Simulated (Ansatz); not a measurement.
**SrMg (Pm-3m), two-dimensional strain map**

Method: Ansatz 0.2.0, DFT LDA, scalar-relativistic, plane waves, PAW. The runs took a 420 eV cutoff, a Γ-centred 12×12×12 mesh and Gaussian smearing (0.15 eV). No spin polarisation. Energies are free energies at this smearing, counted from the undisturbed cell; pressure is positive in compression.

Zero of the scan (as given, not relaxed at this level; it stands at 3.4 GPa, and it needn't be the usual structure):

```
CELL_PARAMETERS angstrom
3.90000 0.00000 0.00000
0.00000 3.90000 0.00000
0.00000 0.00000 3.90000
ATOMIC_POSITIONS crystal
Sr 0.50000 0.50000 0.50000
Mg 0.00000 0.00000 0.00000
```

The cell is strained by p along both x and y and by q along z, fractional coordinates fixed. Points are written (p, q).

Energy above the undisturbed cell in meV/atom (a dash: not computed):

| p \ q | -0.030 | -0.015 | 0.000 | 0.015 | 0.030 |
| --- | --- | --- | --- | --- | --- |
| -0.030 | 83.8 | 66.1 | 50.5 | 36.8 | 25.0 |
| -0.015 | 49.8 | 35.0 | 22.1 | 11.0 | 1.6 |
| 0.000 | 22.7 | 10.4 | 0.0 | -8.7 | -15.8 |
| 0.015 | 1.9 | -8.1 | -16.2 | – | -27.6 |
| 0.030 | -13.1 | -21.1 | -27.1 | -31.5 | -34.4 |

Pressure in GPa:

```csv
p \ q,-0.030,-0.015,0.000,0.015,0.030
-0.030,7.2,6.5,5.8,5.2,4.6
-0.015,5.8,5.1,4.5,4.0,3.5
0.000,4.6,4.0,3.4,2.9,2.4
0.015,3.5,2.9,2.4,–,1.6
0.030,2.5,2.0,1.6,1.1,0.8
```